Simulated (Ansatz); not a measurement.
# Structure relaxation, SnO

The start is a relaxed SnO cell displaced along its unstable phonon at q = (½, ½, 0) of its primitive reciprocal cell (308i cm⁻¹), largest move 0.15 Å. The structure is fully relaxed (lattice and positions, P = 0) with r2SCAN (plane waves to 500 eV, PAW, scalar-relativistic; Ansatz, a first-principles code). The first steps use a coarse 10×10×10 k-mesh.

Input geometry:
```yaml
crystal:
  lattice:
    - [0.00000, 5.40912, 5.40912]
    - [2.70456, 2.70456, 5.40912]
    - [2.70456, 2.70456, 0.00000]
  atoms:
    - { symbol: O, position: [0.02773, 0.22227, 0.27773] }
    - { symbol: O, position: [0.47227, 0.27773, 0.22227] }
    - { symbol: Sn, position: [0.00004, 0.99996, 0.99996] }
    - { symbol: Sn, position: [0.49996, 0.00004, 0.00004] }
```

| Item | Value |
|---|---|
| Energy released | 0.26 eV/atom |
| Volume change | -3.9 %, from 19.78 to 19.01 Å³/atom |
| Shortest distances (start → end) | The closest pairs of elements (up to four, under 3.6 Å), start → end: O–Sn 2.26 → 2.07 Å; O–O 3.62 → 3.05 Å; Sn–Sn 3.82 → 3.25 Å |
| Band gap at the end | zero (metallic) |
| Optimiser moves | 19 |

It ends as:

Space group C222₁ (No. 20); a = 4.864 Å, b = 6.193 Å, c = 5.047 Å, α = 90.00°, β = 90.00°, γ = 90.00°

```
atom  site  symmetry       x       y       z
----  ----  --------  ------  ------  ------
O       4b       .2.  0.0000  0.1380  0.2500
Sn      4a       2..  0.7106  0.0000  0.0000
```
(The calculation used a cell of 4 atoms; values per cell refer to that cell.)

Final values are on a 12×12×9 k-mesh of the relaxed cell. No spin polarisation in the result.

The run could not lose the symmetry of its start: the end is stationary, and may be a saddle point rather than a minimum.

The relaxed structure here is a generated cell of SnO: the first start was made by placing the elements on the sites of a structure type, and the end was not matched to a known phase here, so it may be hypothetical. Known forms of SnO include space group No. 129.
